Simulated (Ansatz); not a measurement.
An Ansatz input:

```yaml
crystal:
  lattice:
    - [0.0, 3.6329099888, 3.6329099888]
    - [3.6329099888, 0.0, 3.6329099888]
    - [3.6329099888, 3.6329099888, 0.0]
  atoms:
    - { symbol: Lu, position: [0.125, 0.125, 0.125] }
    - { symbol: Lu, position: [0.875, 0.875, 0.875] }
hamiltonian:
  xc: r2scan
  pseudopotentials:
    kind: paw
    azcp:
      Lu: "pseudopotentials/Lu.paw.azcp"
basis:
  ecutwfc: 500
  fft_grid_basis: typed
kpoints:
  mp_grid: { grid: [8, 8, 8], shift: [0, 0, 0] }
magnetization:
  spin_polarized: false
scf:
  occupations: { method: fermi_dirac, width: 0.1 }
  lower_state_search: "off"
output:
  stress: true
```

and its output:

```
band count auto-derived: 31, from the close of a first SCF at 30 (N_el = 50.0; filled up to band 25; 30 by the electrons, moments and atoms)
Engine: ansatz 0.2.0, x86_64-unknown-linux-gnu
Pseudopotentials: kind: paw
Pseudopotential: Lu, paw, valence charge 25, recommended cutoff 500 eV (meta_gga) 
Functional definition: r2SCAN
  parameter k0 = 0.174
  parameter k1 = 0.065
  parameter a1 = 4.9479
  exchange = r2scan_x(k0 = k0, k1 = k1, a1 = a1)
  correlation = r2scan_c
Crystal: 2 atoms, lattice volume = 95.895 Å³
Basis set: ecut = 500 eV, 2421 PW (Γ), exchange–correlation on 160×160×160 points (64 copies of the dense FFT grid, shifted against one another)
Bands: 30, of which v1, the nominal top of the filled ones, is band 25 counted from 1 (24 counted from 0)
Symmetry: 48 space group operations
Space group: Fd-3m (ITA 227), of the structure as read, at distance tolerance 4.6e-5 Å
k-points: 29 of 512
Non-local potential: Lu, projectors of the file, l = 0: 3, l = 1: 2, l = 2: 2, l = 3: 3
PAW form: soft (Blöchl's): semilocal exchange-correlation on the pseudo side does not see the compensation charge
PAW frozen core: Lu, regenerated for the run's functional (the file was generated under x = pbe(κ = 0.804, μ = 0.2195149727645171), c = pbe(β = 0.06672455060314922))
PAW one-centre angular grid: Lu, 974 points (default); XC on 160 Gauss nodes
Initial density: superposition of atomic densities (neutral atoms: chi_scale 0, normalization atom), corrected by the library's trained network
Initial wavefunctions: pseudopotential atomic-orbital guess
Functional: x = r2scan, c = r2scan; τ floored in thin density (d = 2e-4 eV/Å³)
SCF iter   1: F=-29482.851241 eV  HF=-29483.037446 eV  |F-HF|=1.86e-1  |Δ(HF+E_count)|=         —  Δρ=8.33e-3  dr2=5.32e-2  dr2_τ=1.02e-2  ethr=1.77e-3  ⟨swp⟩=5.7  Hψ=3539  notcnv=0
SCF iter   2: F=-29482.202956 eV  HF=-29483.304524 eV  |F-HF|=1.10e0  |Δ(HF+E_count)|=   2.67e-1  Δρ=1.84e-2  dr2=2.26e-1  dr2_τ=2.79e-2  ethr=1.06e-4  ⟨swp⟩=5.9  Hψ=3831  notcnv=0
SCF iter   3: F=-29482.996367 eV  HF=-29482.998571 eV  |F-HF|=2.20e-3  |Δ(HF+E_count)|=   3.06e-1  Δρ=7.07e-4  dr2=9.77e-4  dr2_τ=4.03e-5  ethr=1.06e-4  ⟨swp⟩=6.0  Hψ=3944  notcnv=0
SCF iter   4: F=-29482.998592 eV  HF=-29482.998348 eV  |F-HF|=2.44e-4  |Δ(HF+E_count)|=   2.23e-4  Δρ=3.84e-4  dr2=1.94e-4  dr2_τ=2.61e-5  ethr=1.95e-6  ⟨swp⟩=2.0  Hψ=1954  notcnv=0
SCF iter   5: F=-29482.998642 eV  HF=-29482.998657 eV  |F-HF|=1.48e-5  |Δ(HF+E_count)|=   3.09e-4  Δρ=1.60e-4  dr2=4.40e-5  dr2_τ=4.22e-7  ethr=3.88e-7  ⟨swp⟩=2.3  Hψ=1825  notcnv=0
SCF iter   6: F=-29482.998700 eV  HF=-29482.998700 eV  |F-HF|=1.43e-8  |Δ(HF+E_count)|=   4.34e-5  Δρ=4.28e-5  dr2=2.39e-6  dr2_τ=7.44e-8  ethr=8.79e-8  ⟨swp⟩=2.0  Hψ=1622  notcnv=0
...
  k-point 1: bands = ["-51.7500", "-51.6831", "-21.9088", "-21.9088", "-21.9019", "-21.5815", "-21.5735", "-21.5735", "1.0753", "1.1208", "1.1208", "1.1218", "1.1384", "1.1424", "1.1424", "1.1758", "1.1758", "1.1781", "1.1965", "1.1965", "1.1973", "1.2023", "2.4858", "7.3725", "7.3725", "7.5378", "7.8620", "7.8620", "8.7495", "9.1489"]
  k-point 2: bands = ["-51.7445", "-51.6885", "-21.9208", "-21.9208", "-21.8983", "-21.5877", "-21.5613", "-21.5613", "1.0857", "1.1214", "1.1214", "1.1224", "1.1364", "1.1471", "1.1471", "1.1703", "1.1703", "1.1762", "1.1934", "1.1934", "1.1969", "1.1992", "2.9676", "7.2617", "7.3047", "7.3047", "7.9529", "8.0424", "8.0424", "9.2629"]
  k-point 28: bands = ["-51.7166", "-51.7166", "-21.9708", "-21.9708", "-21.7448", "-21.7448", "-21.5121", "-21.5121", "1.1131", "1.1131", "1.1313", "1.1313", "1.1398", "1.1398", "1.1576", "1.1576", "1.1675", "1.1675", "1.1809", "1.1809", "1.1938", "1.1938", "5.6709", "5.6709", "6.4665", "6.4665", "8.2173", "8.2173", "8.5179", "8.5179"]
Bands: 31, of which v1, the nominal top of the filled ones, is band 25 counted from 1 (24 counted from 0)
Initial density: handed on by an earlier stage of this run
iter 1 solved again at ethr=3.58e-8 eV; its pass at ethr=3.10e-3 eV (dr2=1.79e-5 eV) is discarded
SCF iter   1: F=-29482.998705 eV  HF=-29482.998704 eV  |F-HF|=8.69e-8  |Δ(HF+E_count)|=         —  Δρ=6.19e-6  dr2=3.08e-8  dr2_τ=5.04e-9  ethr=3.58e-8  ⟨swp⟩=4.0  Hψ=6824  notcnv=0
SCF iter   2: F=-29482.998704 eV  HF=-29482.998704 eV  |F-HF|=1.50e-8  |Δ(HF+E_count)|=   2.87e-7  Δρ=4.73e-6  dr2=1.52e-8  dr2_τ=1.09e-9  ethr=6.16e-11  ⟨swp⟩=8.1  Hψ=4926  notcnv=0
SCF 2 converged in 2 iterations: F = -29482.998704 eV  dr2 = 1.52e-8
SCF converged after 9 iterations (7 of them on 30 bands)
Free energy (F): -29482.998704 eV
Harris-Foulkes:  -29482.998704 eV  (|F-HF|=1.50e-8)
Internal energy: -29482.858127 eV  (E = F + TS)
E sigma→0 (E₀):  -29482.928416 eV
Entropy (-TS):   -0.140577 eV (-70.289 meV/atom)
Fermi energy:    7.132950 eV
--- Per-component energies (eV) ---
  E_band       = -400.729971
  E_kinetic    = 828.485824
  E_local      = -16636.626605  (includes V_loc(G=0)·N_el)
  E_nonlocal   = 1146.088144
  E_hartree    = 7041.349392
  E_xc         = -421.679397
  E_vxc        = -575.128461  (∫ρ·V_xc dr)
  E_paw        = -14769.495024  (= ΣΔE_a)
  E_vpaw       = 721.501542  (= ΣTr[D̂ρ^β])
  E_aug_tail   = 0.000026  (compensation charges beyond the density's cutoff)
  E_vtau       = 32.264762  (kinetic-family band-sum trace: ∫τ·v_τ [+ j·A + Jᵃ·Aᵃ] dr)
  E_ewald      = -6672.335533
  E_core_change = 1.355046  (= ΣΔE_core)
  E_smearing   = -0.140577  (= −TS)
  E_closure    = -0.000000  (closes the sum)
  Σ components = -29482.998704   (vs F -29482.998704, Δ=0.00e0)
--- Stress (GPa, compression-positive) ---
        0.455624      -0.000000       0.000000
       -0.000000       0.455624       0.000000
       -0.000000      -0.000000       0.455624
  P = ⅓ Tr σ = 0.4556 GPa (4.556 kbar)
--- Band table (eV; the first three rows and the last of 29) ---
  k-point 0: bands = ["-51.7520", "-51.6811", "-21.9035", "-21.9035", "-21.9035", "-21.5789", "-21.5789", "-21.5789", "1.0702", "1.1213", "1.1213", "1.1213", "1.1388", "1.1388", "1.1388", "1.1784", "1.1784", "1.1784", "1.1972", "1.1972", "1.1972", "1.2033", "2.3176", "7.5378", "7.5378", "7.6185", "7.6185", "7.6185", "9.1530", "9.1530", "9.1530"]
  k-point 1: bands = ["-51.7500", "-51.6832", "-21.9088", "-21.9088", "-21.9020", "-21.5816", "-21.5736", "-21.5736", "1.0750", "1.1205", "1.1205", "1.1215", "1.1381", "1.1420", "1.1420", "1.1755", "1.1755", "1.1778", "1.1962", "1.1962", "1.1970", "1.2020", "2.4857", "7.3725", "7.3725", "7.5378", "7.8619", "7.8619", "8.7495", "9.1489", "9.1489"]
  k-point 2: bands = ["-51.7446", "-51.6886", "-21.9209", "-21.9209", "-21.8983", "-21.5878", "-21.5613", "-21.5613", "1.0854", "1.1211", "1.1211", "1.1221", "1.1361", "1.1467", "1.1467", "1.1700", "1.1700", "1.1758", "1.1931", "1.1931", "1.1966", "1.1989", "2.9675", "7.2616", "7.3047", "7.3047", "7.9529", "8.0423", "8.0423", "9.2629", "9.2629"]
  k-point 28: bands = ["-51.7166", "-51.7166", "-21.9708", "-21.9708", "-21.7448", "-21.7448", "-21.5122", "-21.5122", "1.1128", "1.1128", "1.1309", "1.1309", "1.1395", "1.1395", "1.1573", "1.1573", "1.1672", "1.1672", "1.1806", "1.1806", "1.1935", "1.1935", "5.6709", "5.6709", "6.4664", "6.4664", "8.2173", "8.2173", "8.5179", "8.5179", "10.7545"]
```

Command:

```sh
ansatz run input.yaml --threads 1 --pin off --max-ram 3584MiB --backend cpu --events-out ev --progress --plain --runs-dir out
```

On 1 thread of Intel(R) Xeon(R) Platinum 8259CL CPU @ 2.50GHz (Skylake/Cascade Lake) (shared host) this took about 24 s of wall time and 24 s of CPU time.
